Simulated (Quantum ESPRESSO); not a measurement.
# Kohn-Sham bands of Ni$_{3}$Sn (Fm-3m)

```xyz
4
Lattice="0.0000 2.9323 2.9323 2.9323 0.0000 2.9323 2.9323 2.9323 0.0000" Properties=species:S:1:pos:R:3 pbc="T T T"
Ni     2.9323     2.9323     2.9323
Ni     1.4662     1.4662     1.4662
Ni    -1.4662    -1.4662    -1.4662
Sn     0.0000     0.0000     0.0000
```

Cell from Materials Project (mp-11523), symmetrised, no further relaxation. COD (Crystallography Open Database) has the formula in 3 space groups, this one among them (matched by group alone). Level: PBEsol, no spin polarisation, no spin-orbit coupling; pw.x of Quantum ESPRESSO at 79 Ry with PseudoDojo potentials, 4×4×4 k-points, Wannier90. Density: 12×12×12 mesh, cold smearing 0.01 Ry. A non-magnetic state is assumed; magnetic ones were not tried. Spin-orbit coupling is left out although heavy elements are present.

Task: List the Kohn-Sham levels between −8 and 3.0 eV relative to the Fermi level at the high-symmetry points, as a band run of pw.x on that density gives them (levels within 2 meV counted together).

Result: 
```tsv
point	k (reciprocal lattice)	levels (eV)
Γ	0.000 0.000 0.000	-3.66 (×3), -3.12 (×2), -2.19 (×3), -0.89 (×3), -0.67 (×2), -0.57 (×2)
X	0.500 0.000 0.500	-6.36, -3.82, -3.51, -2.75 (×2), -2.40, -2.35 (×2), -1.63 (×2), -1.27, -1.19, -0.81, -0.70, -0.60, -0.42 (×2), -0.38, 2.97
U	0.625 0.250 0.625	-5.83, -5.23, -3.47, -3.23, -2.57, -2.26, -2.24, -2.01, -1.85, -1.71, -1.39, -0.93, -0.86, -0.54, -0.51, -0.42, -0.25, 0.09
K	0.375 0.375 0.750	-5.83, -5.23, -3.47, -3.23, -2.57, -2.26, -2.24, -2.01, -1.85, -1.71, -1.39, -0.93, -0.86, -0.54, -0.51, -0.42, -0.25, 0.09
L	0.500 0.500 0.500	-6.95, -3.70 (×2), -2.64, -2.53 (×2), -2.19 (×2), -1.63 (×3), -0.72 (×2), -0.63 (×2), -0.41
W	0.500 0.250 0.750	-5.34 (×2), -4.41, -2.93, -2.47 (×2), -2.29, -1.91 (×2), -1.62, -1.34, -0.77, -0.71, -0.70 (×2), -0.37 (×2), -0.33
```
